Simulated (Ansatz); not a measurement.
The start is a relaxed ScSi cell displaced along its unstable phonon at q = (0, 0, ½) of its primitive reciprocal cell (106i cm⁻¹), largest move 0.15 Å. The cell and all atomic positions are relaxed at zero pressure with PBE (plane waves to 420 eV, PAW, scalar-relativistic; Ansatz, a program for electronic structure). The first steps use a coarse 9×9×3 k-mesh.

The start:
```
CELL_PARAMETERS angstrom
      2.73231    -2.76873     0.00000
      2.73231     2.76873     0.00000
     -3.02566     0.00000    10.32790
ATOMIC_POSITIONS crystal
  Sc 0.23362 0.18097 0.39219
  Sc 0.18097 0.23362 0.89219
  Sc 0.76638 0.81903 0.10781
  Sc 0.81903 0.76638 0.60781
  Si 0.29532 0.34950 0.15552
  Si 0.34950 0.29532 0.65552
  Si 0.70468 0.65050 0.34448
  Si 0.65050 0.70468 0.84448
```

- Energy released = 0.22 eV/atom
- Volume change = -7.4 %, from 19.53 to 18.09 Å³/atom
- Relative to the parent = It does not go back: it reaches I4₁/amd (No. 141), AFLOW prototype AB_tI16_141_e_e (B_g, as in BMo), 0.24 eV/atom below the parent
- Shortest distances (start → end) = The closest pairs of elements (up to four, under 3.6 Å), start → end: Si–Si 2.40 → 2.47 Å; Sc–Si 2.72 → 2.77 Å; Sc–Sc 3.27 → 3.39 Å
- Band gap at the end = zero (metallic)
- Optimiser moves = 11

It ends as:

```cif
data_Sc8Si8
_chemical_formula_sum 'Sc8 Si8'
_space_group_name_H-M_alt 'I41/amd :1'
_space_group_IT_number 141
_space_group_name_Hall 'I 4bw 2bw -1bw'
_cell_length_a 3.81325
_cell_length_b 3.81325
_cell_length_c 19.91065
_cell_angle_alpha 90.000
_cell_angle_beta 90.000
_cell_angle_gamma 90.000
loop_
_atom_site_label
_atom_site_type_symbol
_atom_site_symmetry_multiplicity
_atom_site_Wyckoff_symbol
_atom_site_fract_x
_atom_site_fract_y
_atom_site_fract_z
_atom_site_occupancy
Sc1 Sc 8 e 0.00000 0.00000 0.19554 1
Si1 Si 8 e 0.00000 0.00000 0.33541 1
```
(The calculation used a cell of 8 atoms; values per cell refer to that cell.)

Final values are on a 17×17×17 k-mesh of the relaxed cell. No spin polarisation in the result.

The run could not lose the symmetry of its start: the end is stationary, and may be a saddle point rather than a minimum.

The relaxed structure here is a generated cell of ScSi: the first start was made by placing the elements on the sites of a structure type, and the end was not matched to a known phase here, so it may be hypothetical.
